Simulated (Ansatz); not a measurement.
SiC:
```xyz
8
Lattice="5.8141 0.0000 0.0000 0.0000 3.1252 0.0000 0.0000 0.0000 5.1890" Properties=species:S:1:pos:R:3 pbc="T T T"
Si     0.9266     0.7813     2.0970
Si     1.9804     2.3439     4.6915
Si     4.8875     2.3439     3.0921
Si     3.8337     0.7813     0.4976
C      4.7944     0.7813     2.0553
C      3.9267     2.3439     4.6498
C      1.0197     2.3439     3.1337
C      1.8874     0.7813     0.5392
```

Relaxed with PBEsol.

Problem. Give the optical modes at the zone centre with their infrared activity from DFPT, DFT-PBEsol in the program Ansatz with PAW potentials.

Solution. Transverse frequencies, without the LO–TO term; a row sums one degenerate level.

| ω (cm⁻¹) | degeneracy | IR ((D/Å)²/amu) | activity | symmetry |
|---|---|---|---|---|
| 160 | 1 | 0.00 | IR-inactive | Ag |
| 256 | 1 | 0.00 | IR-inactive | Au |
| 308 | 1 | 0.00 | IR-inactive | B3g |
| 356 | 1 | 0.00 | IR-inactive | B1g |
| 401 | 1 | 0.00 | IR-inactive | B1u |
| 415 | 1 | 0.00 | IR-inactive | B2g |
| 439 | 1 | 0.00 | IR-inactive | Ag |
| 532 | 1 | 0.00 | IR-inactive | Ag |
| 564 | 1 | 4.26 | IR | B3u |
| 605 | 1 | 0.00 | IR-inactive | B2g |
| 611 | 1 | 48.08 | IR | B3u |
| 643 | 1 | 10.61 | IR | B1u |
| 662 | 1 | 0.00 | IR-inactive | B2g |
| 766 | 1 | 0.00 | IR-inactive | B3g |
| 771 | 1 | 0.00 | IR-inactive | Au |
| 776 | 1 | 0.00 | IR-inactive | B1g |
| 786 | 1 | 86.62 | IR | B2u |
| 900 | 1 | 27.08 | IR | B3u |
| 918 | 1 | 66.71 | IR | B1u |
| 960 | 1 | 0.00 | IR-inactive | B2g |
| 972 | 1 | 0.00 | IR-inactive | Ag |

Problem. How high does the top mode go among those that the LO–TO term moves?

Solution. 976 cm⁻¹ for q along x, 956 cm⁻¹ for q along y, 1046 cm⁻¹ for q along z.

Space group Pnma. The start of the workflow was typed in or built on a structure type; neither database checked (COD, Materials Project) lists it. It is not the phase usual at ambient conditions (space group No. 186, 216). The cell was relaxed with PBEsol under the symmetry of its start; phonons on a q-mesh show no instability.

Potentials: the later of the program's two PAW sets.
